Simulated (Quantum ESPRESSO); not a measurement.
## Kohn-Sham bands of BiClO (P4/nmm)

```yaml
crystal:
  lattice:
    - [3.89340, 0.00000, 0.00000]
    - [0.00000, 3.89340, 0.00000]
    - [0.00000, 0.00000, 7.49319]
  atoms:
    - { symbol: Bi, position: [0.00000, 0.50000, 0.83230] }
    - { symbol: Bi, position: [0.50000, 0.00000, 0.16770] }
    - { symbol: Cl, position: [0.50000, 0.00000, 0.65358] }
    - { symbol: Cl, position: [0.00000, 0.50000, 0.34642] }
    - { symbol: O, position: [0.00000, 0.00000, 0.00000] }
    - { symbol: O, position: [0.50000, 0.50000, 0.00000] }
```

Cell from Materials Project (mp-22939), symmetrised, no further relaxation. COD (Crystallography Open Database) has an entry of this formula and space group (matched by these alone). Computed values, not measurements, from PBEsol: Quantum ESPRESSO (norm-conserving PseudoDojo potentials, cutoff 68 Ry, spinors with spin-orbit coupling) on a Γ-centred 4×4×4 mesh, then Wannier90. Density: 8×8×4 mesh, cold smearing 0.01 Ry.

Energies are relative to the valence-band maximum; weights are on the orthonormalised atomic waves of the pseudopotential files, averaged over the group. 56 electrons a cell are treated as valence.

```
bands  from (eV)  to (eV)  filling  weight on atomic waves
-----  ---------  -------  -------  ----------------------
1–8       -23.19   -23.11   filled                       ?
9–20      -20.38   -20.10   filled                       ?
21–24     -18.42   -15.77   filled                       ?
25–28     -13.80   -13.01   filled                       ?
29–32      -9.75    -6.70   filled                       ?
33–56      -5.06     0.00   filled                       ?
57–60       2.18     4.33    empty                       ?
```

Question: Which atomic shells make up each group?

Answer: 
- 1–8, weight on atomic waves: Bi 5d 99 %
- 9–20, weight on atomic waves: Bi 5d 98 %
- 21–24, weight on atomic waves: O 2s 76 %, Bi 6p 12 %, Bi 5d 7 %
- 25–28, weight on atomic waves: Cl 3s 91 %, Bi 6p 5 %
- 29–32, weight on atomic waves: Bi 6s 71 %, O 2p 17 %, O 2s 5 %
- 33–56, weight on atomic waves: Cl 3p 45 %, O 2p 38 %, Bi 6p 12 %
- 57–60, weight on atomic waves: Bi 6p 62 %, O 2p 17 %, Cl 3p 10 %

The Kohn-Sham gap over both meshes and the path is 2.18 eV.
